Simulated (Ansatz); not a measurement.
InSe (beta-GaS type, space group P6_3/mmc)

```cif
data_In4Se4
_chemical_formula_sum 'In4 Se4'
_space_group_name_H-M_alt 'P 1'
_space_group_IT_number 1
_cell_length_a 4.03209
_cell_length_b 4.03209
_cell_length_c 16.76410
_cell_angle_alpha 90.000
_cell_angle_beta 90.000
_cell_angle_gamma 120.000
loop_
_space_group_symop_operation_xyz
  'x, y, z'
loop_
_atom_site_label
_atom_site_type_symbol
_atom_site_fract_x
_atom_site_fract_y
_atom_site_fract_z
_atom_site_occupancy
In1 In 0.33333 0.66667 0.66668 1
In2 In 0.66667 0.33333 0.16668 1
In3 In 0.66667 0.33333 0.33332 1
In4 In 0.33333 0.66667 0.83332 1
Se1 Se 0.33333 0.66667 0.08992 1
Se2 Se 0.66667 0.33333 0.58992 1
Se3 Se 0.66667 0.33333 0.91008 1
Se4 Se 0.33333 0.66667 0.41008 1
```

E(V) scan at fixed shape, V₀ the volume above. The atoms relax within the cell's symmetry.

Calculation: PBE-D3(BJ) (plane waves to 420 eV, PAW, scalar-relativistic; Ansatz, a first-principles code). k mesh 9×9×2 (Γ-centred), Fermi-Dirac smearing 0.05 eV. Energies are smeared free energies. InSe was relaxed with its symmetry unable to fall. The zero of ΔE is the relaxed starting cell.

**Question.** Predict the ΔE (meV/atom) at V/V₀ = 0.900, 0.925, 0.950, 0.975, 1.025, 1.050, 1.075, 1.100.

**Answer.** 
| V/V₀ | ΔE (meV/atom) |
|---|---|
| 0.900 | 32.7 |
| 0.925 | 17.3 |
| 0.950 | 7.2 |
| 0.975 | 1.7 |
| 1.025 | 1.5 |
| 1.050 | 5.7 |
| 1.075 | 12.2 |
| 1.100 | 20.6 |

(A scan under strain: stresses follow from slopes of the energy per volume, elastic moduli from its curvatures.)
